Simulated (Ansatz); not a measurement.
Input:

PtW:
```xyz
2
Lattice="2.7431 0.0000 0.0000 0.0000 2.7431 0.0000 0.0000 0.0000 4.1427" Properties=species:S:1:pos:R:3 pbc="T T T"
Pt     0.0000     0.0000     0.0000
W      1.3715     1.3715     2.0713
```

This is the PBE-relaxed structure.

### Question
All from PBE in the plane-wave PAW code Ansatz, unless another level is named. Predict the formation energy from the elements (no fitted shifts).

### Answer
-0.17 eV/atom.

### Question
Next, the density of states at the Fermi level?

### Answer
0.72 states/eV per atom (mean over ±0.08 eV).

Space group P4/mmm (L1₀ or tetragonal B2). The start of the workflow was typed in or built on a structure type; neither database checked (COD, Materials Project) lists it. Whether it is the stable phase at ambient conditions was not checked. The PBE relaxation kept the symmetry of its start; its stability against distortions is not shown here. The run is not spin-polarised. The references are the lowest solids computed at this level, not always the standard phases. Scalar-relativistic: spin–orbit coupling is off unless named, which matters more the heavier the elements.

Potentials: the earlier of the program's two PAW sets.
